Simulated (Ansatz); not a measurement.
NaCl (rock salt, Fm-3m), plane-wave PAW PBE (Ansatz code). The conduction-band minimum lies at Γ, with 1 equivalent valley. Second derivatives d²E/dk² of the lowest band at one valley (eV·Å²), along Cartesian directions:

| direction | d²E/dk² |
|---|---|
| [100] | 18.94 |
| [010] | 18.94 |
| [001] | 18.94 |
| [110] | 18.93 |
| [101] | 18.93 |
| [011] | 18.93 |

### Question
Find the principal effective masses, the density-of-states mass and the conductivity mass.

### Answer
Off-diagonal terms follow from H_xy = H[110] − (H_xx + H_yy)/2, and m*/mₑ = 7.620 eV·Å² over each eigenvalue: 0.40, 0.40, 0.40. One valley's DOS mass (m₁m₂m₃)^(1/3) = 0.40, conductivity mass 3/(Σ 1/mᵢ) = 0.40 mₑ.

### Question
What effective density of states Nc follows at 300 K for parabolic valleys?

### Answer
Nc = 2.509e19 × 1 × (0.40)^(3/2) ≈ 6.3e18 cm⁻³.

### Question
With the computed static dielectric constant 6.57 (mean of the diagonal), estimate a hydrogenic donor's binding energy and radius.

### Answer
E = 13.606 eV × 0.40/6.57² ≈ 130 meV; a = 0.529 Å × ε/m* ≈ 8.7 Å. Semilocal masses tend to be too small where the gap is.

### Question
With ε∞ = 2.48 and ω_LO = 246 cm⁻¹, what Fröhlich coupling constant follows?

### Answer
α = (1/ε∞ − 1/ε0) √(m* × 13.606 eV/ħω_LO) = 3.4.

Symmetry was held in the PBE relaxation; phonons on a q-mesh show no instability.

Potentials: the later of the program's two PAW sets.
